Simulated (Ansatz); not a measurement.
What DFT gives for YVO$_{4}$

```
CELL_PARAMETERS angstrom
-3.61240 3.61240 3.18800
3.61240 -3.61240 3.18800
3.61240 3.61240 -3.18800
ATOMIC_POSITIONS crystal
O 0.54000 0.35000 0.19000
O 0.10000 0.41000 0.31000
O 0.16000 0.35000 0.81000
O 0.10000 0.79000 0.69000
O 0.21000 0.90000 0.31000
O 0.65000 0.46000 0.81000
O 0.59000 0.90000 0.69000
O 0.65000 0.84000 0.19000
Y 0.00000 0.00000 0.00000
Y 0.75000 0.25000 0.50000
V 0.50000 0.50000 0.00000
V 0.25000 0.75000 0.50000
```

Single point in Ansatz 0.2.0 with r2SCAN, no spin polarisation. Cutoff 500 eV, PAW datasets, 6×6×6 Γ-centred k mesh, fermi-dirac filling (width 0.0139 eV).

(1) What is the band gap?

(2) Give the Bader charges.

(3) What does the stress say?

(4) What do density and ELF say about some of the short contacts?

(5) What is the character of the valence top and the conduction bottom?

(6) Where is the largest force?

Origin: a known structure type with other elements, at an estimated volume, so it need not be a known compound. Caveats: no spin polarisation, so a magnetic state may lie lower; atoms or cell far from equilibrium.

It took 4.2 min on 1 thread of AMD EPYC 7R43 64-Core Processor (Zen 3), on a shared host, peak memory 1.1 GiB, starting from a saved density. The time holds forces, stress, Bader, DOS, bands, ELF.

Results:

(1) The gap is 3.46 eV, direct at the points sampled.

(2) Bader charges in e: Y +2.33, V +2.28, O -1.15. In the mean Y gives up most and O takes most.

(3) The pressure is -0.1 GPa (compression positive), so with the atoms held at these fractions the cell is close to zero pressure; the forces are large, so a full relaxation may end otherwise. The principal stresses -1.5, -1.5, 2.7 GPa differ, so its shape would change too.

(4) O–V at 1.67 Å: least valence density 1.50 e/Å³ and ELF 0.36 there. Y–O at 2.33 Å: least valence density 0.35 e/Å³ and ELF 0.13 there. Both are smooth PAW fields, read partly inside the augmentation spheres.

(5) Within 0.7 eV of the edges, the states project mainly on O p (96 %) below the gap and on V d (64 %) and O p (21 %) above it.

(6) The largest is on O1 (and as large on other atoms): 2.27 eV/Å, components (0.00, 1.11, -1.98). It makes 154° with the line to a nearest neighbour, V11 at 1.67 Å, pointing away from it.
